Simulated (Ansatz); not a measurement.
Structure relaxation, TaRu

The start is a relaxed TaRu cell, doubled along one cell vector, shaken by Gaussian noise of σ = 0.08 Å a coordinate. The structure is fully relaxed (lattice and positions, P = 0) with PBEsol (plane waves to 420 eV, PAW, scalar-relativistic; Ansatz, a quantum-chemistry and plane-wave program). First-step values are on the input's coarse k-mesh.

Ansatz input (later rounds restart from its end on a renewed k-mesh):
Ansatz 0.2 input:
```yaml
crystal:
  lattice:
    - [3.6953511688, 0, 0]
    - [-1.8476755844, 3.2002679881, 0]
    - [0, 0, 6.0159894608]
  atoms:
    - { symbol: Ta, position: [0.0109015282, -0.0003456489, -0.0084773438] }
    - { symbol: Ta, position: [0.0263219446, 0.0025750421, 0.5135380459] }
    - { symbol: Ru, position: [0.6679374562, 0.2950334526, 0.2621309348] }
    - { symbol: Ru, position: [0.6356741842, 0.2666820158, 0.7474857918] }
basis: { ecutwfc: 420, ecutrho_ratio: 4, xc_grid: 2, fft_grid_basis: typed }
kpoints: { mp_grid: { grid: [10, 10, 6] } }
hamiltonian:
  xc: pbesol
  dispersion: none
  pseudopotentials: { kind: paw }
scf: { occupations: { method: fermi_dirac, width: 0.05 } }
relax: { f_tol: 0.01, max_steps: 100, cell: { stress_tol: 0.02 } }
output: { forces: true, stress: true }
```

| Property | Value |
|---|---|
| Initial pressure | +2.8 GPa (positive: the cell is compressed) |
| Largest initial force | 2.81 eV/Å, on Ta2 (atoms numbered as listed) |
| Energy released | 0.63 eV/atom |
| Volume change | -12.9 %, from 17.79 to 15.49 Å³/atom |
| Relative to the parent | It does not go back: it reaches P4/mmm (No. 123), 0.50 eV/atom below the parent |
| Optimiser moves | 24 |

Final structure:

```cif
data_RuTa
_chemical_formula_sum 'Ta1 Ru1'
_space_group_name_H-M_alt 'P4/mmm'
_space_group_IT_number 123
_space_group_name_Hall '-P 4 2'
_cell_length_a 3.02454
_cell_length_b 3.02454
_cell_length_c 3.38635
_cell_angle_alpha 90.000
_cell_angle_beta 90.000
_cell_angle_gamma 90.000
loop_
_atom_site_label
_atom_site_type_symbol
_atom_site_symmetry_multiplicity
_atom_site_Wyckoff_symbol
_atom_site_fract_x
_atom_site_fract_y
_atom_site_fract_z
_atom_site_occupancy
Ta1 Ta 1 c 0.50000 0.50000 0.00000 1
Ru1 Ru 1 b 0.00000 0.00000 0.50000 1
```

Final values are on a 15×15×14 k-mesh of the relaxed cell. No spin polarisation in the result.

Of the parent cell (P-6m2 (No. 187)): it is a generated cell of TaRu: the first start was made by placing the elements on the sites of a structure type, and the end was not matched to a known phase here, so it may be hypothetical.

The first start was generated by placing the elements on the sites of a structure type. A measured structure of TaRu has the same space group, P4/mmm (No. 123); the sites were not compared with it.
